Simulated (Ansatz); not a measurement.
Structure relaxation, CrI3

The start is a relaxed CrI3 cell shaken by Gaussian noise of σ = 0.08 Å a coordinate. Cell shape, volume and atoms are optimised at zero target pressure with PBEsol (plane waves to 420 eV, PAW, scalar-relativistic; Ansatz, a first-principles code). The first steps use a coarse 4×4×4 k-mesh.

The start:
```
CELL_PARAMETERS angstrom
      3.37971     1.95128     6.13030
     -3.37971     1.95128     6.13030
      0.00000    -3.90256     6.13030
ATOMIC_POSITIONS crystal
  Cr 0.50150 0.48623 0.51900
  Cr 0.00180 0.00587 0.00412
  I  0.57430 0.87831 0.27980
  I  0.25494 0.60181 0.90745
  I  0.91669 0.21770 0.59717
  I  0.41409 0.08395 0.75715
  I  0.77718 0.40212 0.06825
  I  0.07921 0.76036 0.39920
```
Spin-polarised start, with parallel moments on Cr.

- Largest initial force: about 1.3 eV/Å, on I3 (atoms numbered as listed)
- Energy released: 0.05 eV/atom
- Relative to the parent: It returns to the parent structure, R-3c (No. 167)
- Shortest distances (start → end): The closest pairs of elements (up to four, under 3.6 Å), start → end: Cr–I 2.54 → 2.71 Å
- Optimiser moves: 3

The end point of the relaxation:

```cif
data_Cr6I18
_chemical_formula_sum 'Cr6 I18'
_space_group_name_H-M_alt 'R-3c :H'
_space_group_IT_number 167
_space_group_name_Hall '-R 3 2"c'
_cell_length_a 6.75794
_cell_length_b 6.75794
_cell_length_c 18.39327
_cell_angle_alpha 90.000
_cell_angle_beta 90.000
_cell_angle_gamma 120.000
loop_
_atom_site_label
_atom_site_type_symbol
_atom_site_symmetry_multiplicity
_atom_site_Wyckoff_symbol
_atom_site_fract_x
_atom_site_fract_y
_atom_site_fract_z
_atom_site_occupancy
Cr1 Cr 6 b 0.00000 0.00000 0.00000 1
I1 I 18 e 0.33887 0.33887 0.75000 1
```
(The calculation used a cell of 8 atoms; values per cell refer to that cell.)

Final values are on a 9×9×9 k-mesh of the relaxed cell. Spin state reached: ferromagnetic (net 0.75 μB/atom), from parallel starting moments; other spin orders were not run from this start.

The relaxed structure here is a generated cell of CrI3: the first start was made by placing the elements on the sites of a structure type, and the end was not matched to a known phase here, so it may be hypothetical. Known forms of CrI3 include space group No. 148.
